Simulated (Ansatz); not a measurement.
The cell below belongs to a search over invented structures; it isn't taken from experiment.

Input and command of a plane-wave DFT calculation in Ansatz:

```yaml
crystal:
  lattice:
    - [5.765077556, 0.0, 0.0]
    - [0.0, 5.765077556, 0.0]
    - [0.0, 0.0, 4.0920053447]
  atoms:
    - { symbol: Ti, position: [0.0, 0.0, 0.5] }
    - { symbol: Ga, position: [0.7443070539, 0.7443070539, 0.0] }
    - { symbol: Ga, position: [0.2556929461, 0.2556929461, 0.0] }
    - { symbol: Ga, position: [0.2556929461, 0.7443070539, 0.0] }
    - { symbol: Ga, position: [0.7443070539, 0.2556929461, 0.0] }
    - { symbol: Ga, position: [0.0, 0.5, 0.5] }
    - { symbol: Ga, position: [0.5, 0.0, 0.5] }
basis:
  ecutwfc: 420
kpoints:
  mp_grid: { grid: [6, 6, 8] }
hamiltonian:
  xc: pbe
scf:
  occupations: { method: gaussian, width: 0.1 }
output:
  forces: true
  stress: true
  eigenvalues: true
  write_density: true
  write_potential: true
  elf: true
  volumetric_format: npy
relax:
  adjacent_minimum: "off"
  f_tol: 0.01
  max_steps: 30
  cell: { stress_tol: 0.1, fix: [volume] }
```

```bash
ansatz run input.yaml --threads 1 --pin off --max-ram 2560MiB --backend cpu --events-out ev --progress --plain --runs-dir out
```

Processor: Intel(R) Xeon(R) Processor @ 2.70GHz, 1 thread, on a host shared with other jobs.

Question: How long does it run, and how much memory does it take?

Answer: About 100 s, peak memory 0.61 GiB. It solves 54 bands at 50 k points (after reduction by symmetry) with about 2681 plane waves, in 22 SCF iterations over 4 ionic steps.
